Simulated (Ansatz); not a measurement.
Input:

Zr (hcp, Mg type)

```xyz
4
Lattice="6.4625 0.0000 0.0000 -1.6156 2.7984 0.0000 0.0000 0.0000 5.1732" Properties=species:S:1:pos:R:3 pbc="T T T"
Zr     0.0000     1.8656     3.8799
Zr     3.2313     1.8656     3.8799
Zr     1.6156     0.9328     1.2933
Zr     4.8469     0.9328     1.2933
```

The atoms are displaced by Q × the pattern below (from a DFPT mode at M = (0.5, 0.0, 0.0), largest move 1; Q in Å), at fixed cell. (q is in reciprocal vectors of the primitive cell; the cell shown is doubled to hold the pattern.)

```tsv
atom	x	y	z
Zr1	0.000	0.000	1.000
Zr2	0.000	0.000	-1.000
Zr3	0.000	0.000	1.000
Zr4	0.000	0.000	-1.000
```

Method: PBE (plane waves to 420 eV, PAW, scalar-relativistic; Ansatz, a quantum-chemistry and plane-wave program). k mesh 17×17×9 (Γ-centred), Fermi-Dirac smearing 0.05 eV. The energy includes the smearing's −TS. With partly filled bands, energies and forces of such displacements shift with the k mesh and the smearing. Zr is run without spin polarisation. Zr was relaxed with its symmetry unable to fall. ΔE is measured from the undisplaced structure.

The scan covers Q from -0.180 to 0.180 Å in 13 points.

**Question.** Which space group does the distorted structure have?

**Answer.** Pnnm (No. 58), lowered from P6_3/mmc.

**Question.** What is the energy change at Q = 0.180 Å?

**Answer.** 146 meV/cell.

**Question.** What harmonic wavenumber does the curvature at Q = 0 give?

**Answer.** 78 cm⁻¹.

(A displaced cell: forces are minus the slopes of the energy, force constants its curvatures, and phonons follow from these.)
